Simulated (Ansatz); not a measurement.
Problem. Each is relaxed and computed with the program Ansatz at the PBEsol level (PAW). Which is the only metal?
A) NaH, rock salt
B) BaGaSnH, P3m1 (Ba on 1b, Ga on 1a, Sn on 1c, H on 1a)
C) LuH2, fluorite
D) LuF3, P-3c1 (Lu on 6f, F on 2a, F on 4d, F on 12g)

Solution. C, LuH2, fluorite. LuH2: metal; LuF3: gap 7.61 eV (direct); NaH: gap 3.61 eV (indirect); BaGaSnH: gap 0.32 eV (direct). Standing as an ambient phase not checked: LuH2, fluorite; LuF3, P-3c1 (Lu on 6f, F on 2a, F on 4d, F on 12g); BaGaSnH, P3m1 (Ba on 1b, Ga on 1a, Sn on 1c, H on 1a). All cells were relaxed under the symmetry of their starts (and spin orders); stability against distortions was not tested throughout. Scalar-relativistic: spin–orbit coupling is off unless named, which matters more the heavier the elements.

Potentials: the later of the program's two PAW sets.
